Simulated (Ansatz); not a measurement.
PbS (rock salt, Fm-3m) at seven volumes, DFT-PBEsol in the program Ansatz with PAW potentials, shape and atoms relaxed at each. One row is withheld.

| V (Å³/atom) | P (GPa) |
|---|---|
| 23.393 | 6.68 |
| 24.164 | 4.02 |
| 24.935 | 1.96 |
| 25.706 | 0.01 |
| 26.477 | -1.66 |
| 27.249 | -3.08 |
| 28.020 | ? |

Problem. Fit the shown pressures and predict the withheld one.

Solution. P = (3/2)B₀(x^(7/2) − x^(5/2))[1 + (3/4)(B′ − 4)(x − 1)] with x = (V₀/V)^(2/3). Least squares on the six rows gives V₀ = 25.706 Å³/atom, B₀ = 59.0 GPa, B′ = 3.81. At V = 28.020, x = 0.9442 and P = -4.31 GPa. The run itself gave -4.29 GPa.

The PBEsol relaxation kept the symmetry of its start. Spin–orbit coupling is left out wherever it is not named.

Potentials: the later of the program's two PAW sets.
